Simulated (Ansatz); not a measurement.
### Question
Each is relaxed and computed with PBEsol (plane waves, PAW; program Ansatz). Which is the only metal?
A) MgS, rock salt
B) SrScO2F, P4/mmm (Sr on 1d, Sc on 1a, O on 2f, F on 1b)
C) ScB, rock salt
D) SiBCN, P3m1 (B on 1b, Si on 1c, C on 1b, N on 1c)

### Answer
C, ScB, rock salt. ScB: metal; SiBCN: gap 2.40 eV (indirect); SrScO2F: gap 3.22 eV (indirect); MgS: gap 2.73 eV (indirect). Constructed cells (a structure type filled with these elements, in neither database checked): ScB, rock salt. Typed or built starts, not in the databases checked: SiBCN, P3m1 (B on 1b, Si on 1c, C on 1b, N on 1c); SrScO2F, P4/mmm (Sr on 1d, Sc on 1a, O on 2f, F on 1b). Unstable at this level: ScB, rock salt; SrScO2F, P4/mmm (Sr on 1d, Sc on 1a, O on 2f, F on 1b). All cells were relaxed under the symmetry of their starts (and spin orders); stability against distortions was not tested throughout. Named crystals with no word on spin ran without spin polarisation. Scalar-relativistic: spin–orbit coupling is off unless named, which matters more the heavier the elements.

Potentials: the earlier of the program's two PAW sets. The files were generated under PBE; for other functionals the program regenerates the frozen cores, and for LDA and PBEsol the local potential too.
